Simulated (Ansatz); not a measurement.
## ¹⁷O NMR of the central transition in Zn2GeO4

Cell: a COD entry, its atoms then relaxed with PBE in this cell.

Space group R-3:H (No. 148); a = 14.2697, c = 9.5813 Å, γ = 120.00°.

```csv
site,Wyckoff,site symmetry,x,y,z
Zn1,18f,1,0.2163,0.1897,0.5824
Zn7,18f,1,0.5457,0.8553,0.5826
Ge,18f,1,0.2151,0.1938,0.2503
O19,18f,1,0.8755,0.4566,0.4293
O25,18f,1,0.2109,0.1215,0.4029
O31,18f,1,0.2142,0.1122,0.7498
O37,18f,1,0.9953,0.6591,0.5854
```

One atom of each set is listed; the run and its k-mesh use a cell of 42 atoms with edges of 8.84, 8.84, 8.84 Å.

All values are calculated (Ansatz; DFT, PBE, plane waves and PAW, scalar-relativistic, 420 eV cutoff, Γ-centred 3×3×3 k-points, Fermi–Dirac smearing 0.02 eV), not measured.

¹⁷O has I = 5/2 and Q = -25.58 mb (Pyykkö 2018); at 28.2 T its Larmor frequency is ν₀ = 162.8 MHz. Only the quadrupole interaction is simulated: positions count from each site's isotropic chemical shift, and J coupling is left out, as are shift anisotropy and dipolar coupling, which fast spinning averages.

Task: Give C_Q, η, the quadrupolar product P_Q = |C_Q|(1 + η²/3)^½, the second-order isotropic shift and the breadth of the pattern (fast magic-angle spinning) for each O site.

Result: 

| site | first shell | C_Q (MHz) | η | P_Q (MHz) | δ_QIS (ppm) | breadth (kHz) |
| --- | --- | --- | --- | --- | --- | --- |
| O19 | 1 Ge at 1.77 Å, 2 Zn at 1.95–1.97 Å | 5.97 | 0.94 | 6.79 | -10.4 | 3.76 |
| O25 | 1 Ge at 1.77 Å, 2 Zn at 1.96–1.98 Å | 6.09 | 0.91 | 6.88 | -10.7 | 3.88 |
| O31 | 1 Ge at 1.78 Å, 2 Zn at 1.94 Å; also 1 Zn at 3.17 Å | 6.07 | 0.73 | 6.59 | -9.81 | 3.66 |
| O37 | 1 Ge at 1.77 Å, 2 Zn at 1.95 Å | 6.09 | 0.91 | 6.88 | -10.7 | 3.88 |

δ_QIS = −(ν_Q²/30ν₀²)[I(I+1) − 3/4](1 + η²/3) × 10⁶ ppm with ν_Q = 3|C_Q|/[2I(2I−1)]; it falls as 1/B₀² in ppm, and the breadth as 1/B₀ in kHz.

At O31 V_zz stands upright on the plane through its three neighbours (within 2°).

The relaxation (6 steps) took 5.4 min of wall time (5.3 min of CPU time) and 1.5 GiB at its peak, on 1 thread of Intel Xeon Platinum 8259CL CPU @ 2.50GHz (Skylake/Cascade Lake) (x86_64; 32 cores open to the job, memory cap 3.0 GiB, no GPU), a shared host with a load of 0.5 a core.
